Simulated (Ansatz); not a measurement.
## Elastic constants of LiMg: input and output

Theory: DFT LDA, scalar-relativistic, plane waves, PAW in Ansatz 0.2.0.

It can be run as:
```bash
ansatz run input.yaml --threads 1 --pin off --backend cpu --events-out ev --progress --plain --runs-dir out  # memory cap (--max-ram) not shown
```

Input (bare energies are in eV):
```yaml
crystal:
  lattice:
    - [3.3591980026, 0.0, 0.0]
    - [0.0, 3.3591980026, 0.0]
    - [0.0, 0.0, 3.3591980026]
  atoms:
    - { symbol: Li, position: [0.0, 0.0, 0.0] }
    - { symbol: Mg, position: [0.5, 0.5, 0.5] }
basis:
  ecutwfc: 420
kpoints:
  mp_grid: { grid: [12, 12, 12] }
hamiltonian:
  xc: lda
scf:
  occupations: { method: fermi_dirac, width: 0.15 }
output:
  forces: true
  stress: true
  eigenvalues: true
elastic:
  mode: relaxed_ion
  amplitude: 0.005
```

From the output:
```
--- Elastic constants: 2 strain directions × 4 members + reference (group order 48) ---
  dense FFT box of the reference and of every strained cell: 24×24×24
  strains applied: 11, 23; error gains: componentwise 1.00 (the most a stress slope's error grows in a printed constant), spectral 1.73 (1 for all six strains in a standard setting)
  C = ∂σ_k/∂η_j (tension-positive GPa; Voigt order 11 22 33 23 13 12):
        35.816     24.311     24.311     -0.000     -0.000     -0.000
        24.311     35.816     24.311     -0.000     -0.000     -0.000
        24.311     24.311     35.816     -0.000     -0.000     -0.000
        -0.000     -0.000     -0.000     31.067      0.000      0.000
         0.000      0.000     -0.000      0.000     31.067      0.000
        -0.000      0.000     -0.000      0.000      0.000     31.067
  reference stress σ⁰ (GPa):      0.003      0.003      0.003      0.000     -0.000      0.000
  C* (energy form; C + prestress term) asymmetry max|C*_kj − C*_jk| = 1.066e-14 GPa — a small one proves nothing (zero by symmetry where the batch's group is 432, −43m or m−3m); a large one is finite-difference/SCF noise where every solve ...
  moduli (Voigt/Reuss/Hill, GPa): K = 28.15/28.15/28.15   G = 20.94/11.25/16.10   E = 40.56   ν = 0.260
  mechanically stable: yes (min eigenvalue of sym C = 11.50 GPa)
  strain η (Voigt 11):  stress-route row diagonal C_11 = 35.82 GPa, energy-path curvature d²(F+E_count+ΔE)/dδ²/Ω₀ = 35.81 GPa
    cells at ±δ against ±2δ: C11 35.83 and 35.88 GPa, apart by 0.13 % of the column's largest entry
         δ    σ_11 (GPa) F (eV) n_scf n_hpsi n_pw
    -1.000e-2      -0.3692       -2103.4236381       7   48038    748   relax 0 steps, max|allowed force component| 5.08e-29 eV/Å
    -5.000e-3      -0.1798       -2103.4239620       3   33138    756   relax 0 steps, max|allowed force component| 6.26e-30 eV/Å
     5.000e-3       0.1785       -2103.4239584       3   33226    768   relax 0 steps, max|allowed force component| 3.17e-30 eV/Å
     1.000e-2       0.3483       -2103.4236459       5   34548    768   relax 0 steps, max|allowed force component| 1.23e-32 eV/Å
  strain η (Voigt 23):  stress-route row diagonal C_44 = 31.07 GPa, energy-path curvature d²(F+E_count+ΔE)/dδ²/Ω₀ = 31.07 GPa
    cells at ±δ against ±2δ: C44 31.06 and 31.05 GPa, apart by 0.05 % of the column's largest entry
         δ    σ_23 (GPa) F (eV) n_scf n_hpsi n_pw
    -1.000e-2      -0.3105       -2103.4236988       6   60213    756   relax 0 steps, max|allowed force component| 1.26e-29 eV/Å
    -5.000e-3      -0.1553       -2103.4239744       3   50771    756   relax 0 steps, max|allowed force component| 1.40e-28 eV/Å
     5.000e-3       0.1553       -2103.4239744       3   50305    756   relax 0 steps, max|allowed force component| 1.02e-28 eV/Å
     1.000e-2       0.3105       -2103.4236988       4   51409    756   relax 0 steps, max|allowed force component| 1.40e-28 eV/Å
```

In a metal, frequencies and elastic constants depend on the k mesh and the smearing, soft modes and shear constants most.

The least eigenvalue is 11.5 GPa; in a metal on this mesh the verdict on stability isn't firm within about 20 GPa or a tenth of the bulk modulus.